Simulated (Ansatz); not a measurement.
ZnHgSe₂ in space group R3m (No. 160; Zn on 3a, Hg on 3a, Se on 3a, Se on 3a) at seven volumes, plane-wave PAW PBEsol (Ansatz code), shape and atoms relaxed at each. One row is withheld.

```csv
V (Å³/atom),P (GPa)
23.160,6.57
23.923,4.00
24.687,1.83
25.450,0.00
26.214,?
26.977,-2.85
27.741,-3.96
```

Problem. Fit the shown pressures and predict the withheld one.

Solution. P = (3/2)B₀(x^(7/2) − x^(5/2))[1 + (3/4)(B′ − 4)(x − 1)] with x = (V₀/V)^(2/3). Least squares on the six rows gives V₀ = 25.451 Å³/atom, B₀ = 56.0 GPa, B′ = 4.61. At V = 26.214, x = 0.9805 and P = -1.55 GPa. The run itself gave -1.55 GPa.

The first step of the workflow began from a Materials Project structure, measured or hypothetical; the Crystallography Open Database copy checked does not list it. Its standing as an ambient phase is unchecked. The PBEsol relaxation kept the symmetry of its start; its stability against distortions is not shown here. Scalar-relativistic: spin–orbit coupling is off unless named, which matters more the heavier the elements.

Potentials: the later of the program's two PAW sets.
